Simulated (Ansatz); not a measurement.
**Kick test of a cell of BaHfH₆**

The cell was found from a structure generator's guess, not taken from experiment.

Level of theory: DFT PBE, scalar-relativistic, plane waves, PAW (Ansatz 0.2.0). Settings: cutoff 420 eV, Γ-centred mesh 6×6×6 on the computed 8-atom cell, Gaussian smearing of 0.02 eV; no spin polarisation.

The cell below (8 atoms, space group R-3m (No. 166)) is relaxed within its symmetry.

```
Ba Hf H
1.0
     3.62583    2.09338    2.46172
    -3.62583    2.09338    2.46172
     0.00000   -4.18675    2.46172
Ba Hf H
1 1 6
Direct
  0.50000 0.50000 0.50000
  0.00000 0.00000 0.00000
  0.70861 0.06138 0.70861
  0.06138 0.70861 0.70861
  0.29139 0.29139 0.93862
  0.93862 0.29139 0.29139
  0.29139 0.93862 0.29139
  0.70861 0.70861 0.06138
```

For the test it was strained at random (σ = 1.5 % a component), the atoms were moved at random (σ = 0.10 Å), and all was relaxed again on a coarse 3×3×3 mesh (in the run’s order of axes) with 0.10 eV smearing, with no symmetry imposed.

These runs have no spin–orbit coupling, which can matter for Hf.

**Question.** Does it come back?

**Answer.** It doesn't return. The energy falls by 239 meV/atom on that mesh, the volume changes by -13.7 %, and the end has space group Amm2 (No. 38) at a loose tolerance. Relaxed again on an 8×6×6 mesh with 0.02 eV smearing, the new structure lies 233 meV/atom below the first (mesh in the axes of the run's cell; the cell below is made exact in the group named). Space group Amm2 (No. 38), orthorhombic, a = 3.387 Å, b = 7.232 Å, c = 7.927 Å. Around Ba lie 2 H at 2.37 Å, 4 H at 2.57 Å, 2 H at 2.80 Å, 3 H at 3.03–3.14 Å, 2 Ba at 3.39 Å, 2 H at 3.71 Å and 6 Hf at 3.90–4.02 Å; around Hf lie 3 H at 1.86–1.91 Å, 6 H at 2.10–2.11 Å, 2 Hf at 3.39 Å, 2 H at 3.66 Å, 6 H at 3.87–3.89 Å and 6 Ba at 3.90–4.02 Å; around H on a site of symmetry m lie 6 H at 2.09–2.36 Å and 2 Hf at 2.10 Å; H on a site of symmetry mm2 is surrounded by 2 Hf at 2.11 Å, 2 H at 2.20 Å and 4 H at 2.45 Å; 2 more sites not described.

Space group Amm2 (No. 38). a = 3.387 Å, b = 7.232 Å, c = 7.927 Å, α = 90.00°, β = 90.00°, γ = 90.00°
```json
{"atom": "Ba", "site": "2b", "symmetry": "mm2", "x": "0.5000", "y": "0.5000", "z": "0.0536"}
{"atom": "Hf", "site": "2a", "symmetry": "mm2", "x": "0.0000", "y": "0.5000", "z": "0.4974"}
{"atom": "H", "site": "4e", "symmetry": "m..", "x": "0.5000", "y": "0.8553", "z": "0.9123"}
{"atom": "H", "site": "2b", "symmetry": "mm2", "x": "0.5000", "y": "0.5000", "z": "0.6571"}
{"atom": "H", "site": "4d", "symmetry": "m..", "x": "0.0000", "y": "0.7626", "z": "0.1024"}
{"atom": "H", "site": "2a", "symmetry": "mm2", "x": "0.0000", "y": "0.5000", "z": "0.2625"}
```
